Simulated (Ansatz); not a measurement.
## Moment against volume in RbGdO2 (R-3m)

The reference geometry is a structure as deposited in COD; nothing is relaxed.

The runs share PBEsol, 9×9×9 k mesh, Fermi–Dirac smearing of 0.08 eV. PAW means Ansatz 0.2.0 on its default frozen-core files; LAPW is all-electron LAPW in Ansatz 0.2.0. Site moments are integrated in spheres about the atoms, whose radii differ between the methods.

The first input and its command:

```yaml
crystal:
  lattice:
    - [1.774, 1.0242193775, 6.5266666667]
    - [-1.774, 1.0242193775, 6.5266666667]
    - [0.0, -2.0484387551, 6.5266666667]
  atoms:
    - { symbol: Rb, position: [0.0, 0.0, 0.0] }
    - { symbol: Gd, position: [0.5, 0.5, 0.5], spin: 7.0 }
    - { symbol: O, position: [0.22, 0.22, 0.22] }
    - { symbol: O, position: [0.78, 0.78, 0.78] }
magnetization:
  spin_polarized: true
kpoints:
  mp_grid: { grid: [9, 9, 9] }
scf:
  occupations: { method: fermi_dirac, width: 0.08 }
hamiltonian:
  xc: pbesol
  pseudopotentials: { kind: paw }
output:
  forces: true
  stress: true
  eigenvalues: true
  populations: true
```

Command: `ansatz run input.yaml --threads 2 --pin off --max-ram 6144MiB --backend cpu --events-out ev --progress --plain --runs-dir out`

The input for «volume scaled by 0.86» by LAPW differs from it in these lines, output keys apart:

```diff
-    - [1.774, 1.0242193775, 6.5266666667]
-    - [-1.774, 1.0242193775, 6.5266666667]
-    - [0.0, -2.0484387551, 6.5266666667]
+    - [1.6870181923, 0.9740004074, 6.2066546796]
+    - [-1.6870181923, 0.9740004074, 6.2066546796]
+    - [0.0, -1.9480008149, 6.2066546796]
-  pseudopotentials: { kind: paw }
+  pseudopotentials: { kind: all_electron, lapw: { basis_error: 0.001 } }
```

The cell shown is scaled evenly to other volumes, and every spin-polarised run starts from the same moments.

The search for lower states is left at its default.

Task: Over V/V₀ from 0.66 to 1.25, do the moments collapse, and if so where?

Result: The moments survive down to the smallest volume, V/V₀ = 0.66 at 100 GPa, where the largest is 6.49 μB.
```tsv
V/V₀	Å³/atom	M PAW (μB/cell)	M LAPW (μB/cell)	largest site moment, PAW (μB)	P PAW (GPa)	P LAPW (GPa)	F − F(unpolarised), PAW (meV/atom)
0.66	11.74	7.00	–	6.49	100.0	–	-1540
0.74	13.16	7.00	7.00	6.60	57.6	57.7	-1684
0.8	14.23	7.00	–	6.65	36.7	–	-1758
0.86	15.30	7.00	7.00	6.70	21.7	21.8	-1812
0.92	16.37	7.00	–	6.74	11.0	–	-1851
0.96	17.08	7.00	–	6.76	5.6	–	-1871
1	17.79	7.00	7.00	6.77	1.2	1.2	-1887
1.04	18.50	7.00	7.00	6.79	-2.4	-2.4	-1899
1.1	19.57	7.00	–	6.81	-6.5	–	-1913
1.25	22.24	7.00	–	6.84	-12.4	–	-1930
```

Task: How fast does the largest site moment change with volume about V₀?

Result: d ln m/d ln V ≈ ln(6.790/6.757)/ln(1.04/0.96) = 0.06. A value this small marks a localised or saturated moment.

Task: Fit a third-order Birch–Murnaghan equation to the PAW pressures of the magnetic runs between 0.85 and 1.11 V₀. What are the zero-pressure volume and bulk modulus?

Result: V = 18.01 Å³/atom (1.012 V₀), B = 93 GPa, B′ = 4.3, with a worst miss of 0.01 GPa. Cell shape and inner coordinates are held, so these aren't the relaxed crystal's values unless symmetry fixes them.

The PAW files were made with PBE; the program remakes their cores once for the run's functional and then keeps them frozen. Without U a semilocal functional puts the f levels too near the Fermi level, which can change moments and the order of magnetic states; site and cell moments are spin moments.  Spin–orbit coupling is left out although heavy atoms are present. With open f shells a run can end in a state that isn't the lowest. The magnetic state is the one that this cell and start allow. It needn't be the compound's measured order, which may need a larger cell or be absent.
